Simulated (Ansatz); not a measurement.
**Pressure against volume: TiPd**

Space group Pm-3m (No. 221). a = 3.115 Å, b = 3.115 Å, c = 3.115 Å, α = 90.00°, β = 90.00°, γ = 90.00°
```tsv
atom	site	symmetry	x	y	z
Ti	1b	m-3m	0.5000	0.5000	0.5000
Pd	1a	m-3m	0.0000	0.0000	0.0000
```

The runs use the primitive cell with vectors (3.115, 0.000, 0.000), (0.000, 3.115, 0.000), (0.000, 0.000, 3.115) Å, to which the k mesh refers.

The geometry is COD entry 1523469, unchecked; take it as a test cell. The listed cell was then made from it by scaling, straining or moving an atom.

Spin polarisation is left out, and whether a magnetic state lies lower isn't shown here.

Levels of theory: DFT, PBEsol, all-electron LAPW, scalar-relativistic (Ansatz 0.2.0); DFT, PBEsol, PAW with Ansatz's default frozen-core files, scalar-relativistic (Ansatz 0.2.0).

For LAPW: a Γ-centred 13×13×13 k mesh, Fermi–Dirac smearing of 0.08 eV, basis error target 0.5 meV/atom, no spin polarisation. PAW takes a cutoff of 420 eV at this cell (files made with PBE, cores remade for this functional). The Ansatz runs share mesh, smearing and spin set-up. Plane-wave (PAW) pressures include the program's estimate of the Pulay term.

The cell above is scaled evenly, with fractional coordinates and shape held.

(1) Estimate the equilibrium volume and bulk modulus that full-potential LAPW gives for this fixed shape.

Answers

(1) V0 = 15.38 Å³/atom, B0 = 170 GPa, B0′ = 4.6, from a third-order Birch–Murnaghan fit to these pressures:
```csv
V/V(cell),V (Å³/atom),"P, LAPW (GPa)","P, PAW (GPa)","free energy over the lowest listed, PAW (meV/atom)"
1.0000,15.114,3.06,3.08,2.4
1.0213,15.436,-0.63,-0.60,0.0
1.0426,15.757,-3.92,-3.89,4.6
1.0532,15.918,-5.43,-5.40,9.2
1.0745,16.240,-8.19,-8.16,22.9
1.0851,16.400,-9.45,-9.43,31.8
1.1064,16.722,-11.77,-11.75,53.1
1.1277,17.043,-13.83,-13.81,78.7
```
